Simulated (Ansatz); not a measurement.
EuSnP in space group P4/nmm (No. 129; P on 2c, Eu on 2c, Sn on 2c), PBE in the plane-wave PAW code Ansatz, all energies at zero smearing, with the estimated change up to a 700 eV cutoff added, with one set of potentials and settings (totals compare only within such a set). Cell of 6 atoms (2 P, 2 Eu, 2 Sn): -31097.868 eV.

```tsv
element	reference phase	E (eV/atom)
P	Cmce, 4 atoms in the cell	-755.6743
Eu	Cmcm, 2 atoms in the cell, spin-polarised	-8766.4964
Sn	Fd-3m, 2 atoms in the cell	-6024.2128
```

Formation energy per atom, worked out: (-31097.868 − 2×(-755.6743) − 2×(-8766.4964) − 2×(-6024.2128))/6 = -0.850 eV/atom (-82 kJ per mol of atoms), at 0 K, without zero-point energy or fitted corrections.

The workflow started from an entry of the Crystallography Open Database (COD). Whether it is the stable phase at ambient conditions was not checked. Symmetry was held in the PBE relaxation; its stability against distortions is not shown here. Magnetic state: ferromagnetic, chosen from 2 collinear starts compared on coarse meshes (ties went to the first, and starts can fall back to one state), not a proven ground state. Caveat: open 4f shells can settle in a state that is not the lowest. No Hubbard U is applied. The references are the lowest solids computed at this level, not always the standard phases. Scalar-relativistic: spin–orbit coupling is off unless named, which matters more the heavier the elements.

Potentials: the later of the program's two PAW sets.
